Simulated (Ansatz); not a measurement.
Consider the following.

BAs:
```
CELL_PARAMETERS angstrom
      0.00000     2.38389     2.38389
      2.38389     0.00000     2.38389
      2.38389     2.38389     0.00000
ATOMIC_POSITIONS crystal
  B  0.75000 0.75000 0.75000
  As 0.00000 0.00000 0.00000
```

This is the PBEsol-relaxed structure.

Q: All from PBEsol in the plane-wave PAW code Ansatz, unless another level is named. Give the smallest direct gap on the standard path.

A: 3.25 eV.

Q: Next, the formation energy from the elements (no fitted shifts)?

A: -0.038 eV/atom.

Q: Next, the conduction-band minimum?

A: on the Γ–X line, 80 % of the way from Γ (6 equivalent valleys).

Q: Predict the valence-band maximum.

A: at Γ.

Space group F-43m (zinc blende). Symmetry was held in the PBEsol relaxation. The references are the lowest solids computed at this level, not always the standard phases. Scalar-relativistic: spin–orbit coupling is off unless named, which matters more the heavier the elements.

Potentials: the earlier of the program's two PAW sets. The files were generated under PBE; for other functionals the program regenerates the frozen cores, and for LDA and PBEsol the local potential too.
